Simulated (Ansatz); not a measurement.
LuSe, first-principles data

LuSe:
```cif
data_LuSe
_chemical_formula_sum 'Se1 Lu1'
_space_group_name_H-M_alt 'P 1'
_space_group_IT_number 1
_cell_length_a 3.96417
_cell_length_b 3.96417
_cell_length_c 3.96417
_cell_angle_alpha 60.000
_cell_angle_beta 60.000
_cell_angle_gamma 60.000
loop_
_space_group_symop_operation_xyz
  'x, y, z'
loop_
_atom_site_label
_atom_site_type_symbol
_atom_site_fract_x
_atom_site_fract_y
_atom_site_fract_z
_atom_site_occupancy
Se1 Se 0.50000 0.50000 0.50000 1
Lu1 Lu 0.00000 0.00000 0.00000 1
```

Space group Fm-3m (No. 225), rock salt; conventional cell a = b = c = 5.6062 Å, α = β = γ = 90.00°.

Method: DFT-r²SCAN in the program Ansatz with PAW potentials. The cell and atoms are relaxed at this level. Other levels are named where they apply.

**Cell and energy**

```json
{
 "volume_per_atom": "22.02 Å³",
 "density": "9.57 g/cm³",
 "Formation energy from the elements (no fitted shifts)": "-1.77 eV/atom"
}
```

**Electronic structure**

```json
{
  "electronic_character": "metallic (no gap)",
  "Density of states at the Fermi level": "0.46 states/eV per atom (mean over ±0.08 eV)",
  "Gap with spin–orbit coupling": "none (metallic)"
}
```

**Mechanics**

```json
{
  "Bulk modulus (Birch–Murnaghan fit)": "92.3 GPa",
  "Pressure derivative B′": "4.3"
}
```

**Charges**

```json
{
  "bader_charges": "Se -1.65, Lu +1.65 e"
}
```

The workflow started from an entry of the Crystallography Open Database (COD). Whether it is the stable phase at ambient conditions was not checked. The cell was relaxed with r²SCAN under the symmetry of its start; its stability against distortions is not shown here. With an odd number of electrons in the cell and no spin polarisation, the count alone makes it a metal. The references are the lowest solids computed at this level, not always the standard phases. Spin–orbit coupling is left out wherever it is not named.

Potentials: the later of the program's two PAW sets.
